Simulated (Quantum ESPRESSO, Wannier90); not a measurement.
**InBi (P4/nmm): Wannier90 run**

```
CELL_PARAMETERS angstrom
      4.91082     0.00000     0.00000
      0.00000     4.91082     0.00000
      0.00000     0.00000     5.22228
ATOMIC_POSITIONS crystal
  In 0.50000 0.50000 0.00000
  In 0.00000 0.00000 0.00000
  Bi 0.50000 0.00000 0.36001
  Bi 0.00000 0.50000 0.63999
```

Cell from Materials Project (mp-23313), symmetrised, no further relaxation. COD (Crystallography Open Database) has an entry of this formula and space group (matched by these alone). Method: LDA plane waves in Quantum ESPRESSO 7.5 (PseudoDojo norm-conserving files, 56 Ry, no spin polarisation, no spin-orbit coupling), Bloch states on a 6×6×6 mesh through Γ, Wannier90 4.0.1. Density: 8×8×8 mesh, cold smearing 0.01 Ry. Spin-orbit coupling is left out although heavy elements are present.

The plane-wave run has 46 bands and 56 electrons a cell. On the energy scale of pw.x, whose zero is arbitrary, the Fermi level lies at 9.31 eV.

Isolated groups of bands, relative to the Fermi level (bands from 23 on overlap up to the last one computed):

| bands | from (eV) | to (eV) | filling | weight on atomic waves |
|---|---|---|---|---|
| 1–10 | -22.46 | -22.39 | filled | Bi 5d 100 % |
| 11–20 | -14.55 | -14.19 | filled | In 4d 99 % |
| 21–22 | -11.96 | -9.79 | filled | Bi 6s 74 %, In 5p 17 %, In 5s 5 % |

Input w.win, without the blocks of cell, atoms and k-points (216 lines):

```
num_bands = 26
num_wann = 16
exclude_bands = 1-20
num_iter = 800
conv_tol = 1.0e-6
conv_window = 4
dis_num_iter = 1000
dis_conv_tol = 1.0e-6
dis_froz_max = 15.64
write_hr = true
write_u_matrices = true
begin projections
f=0.50251,0.49760,0.00900: s;p
f=0.00442,0.00693,-0.00565: s;p
f=0.49812,-0.00998,0.36074: s;p
f=0.00026,0.50013,-0.35044: s;p
end projections
mp_grid = 6 6 6
```

wannier90.x stops with:
```
dis_windows: More states in the frozen window than target WFs
```
At some k-point more bands lie below dis_froz_max than there are Wannier functions, and every frozen state has to fit into the subspace. Mended as below, all else unchanged, the run goes through (Ω_I = 30.7 Å²) and follows the plane-wave bands to 4.0 meV rms (states up to 1.0 eV relative to the Fermi level).
```
dis_froz_max = 10.81
```
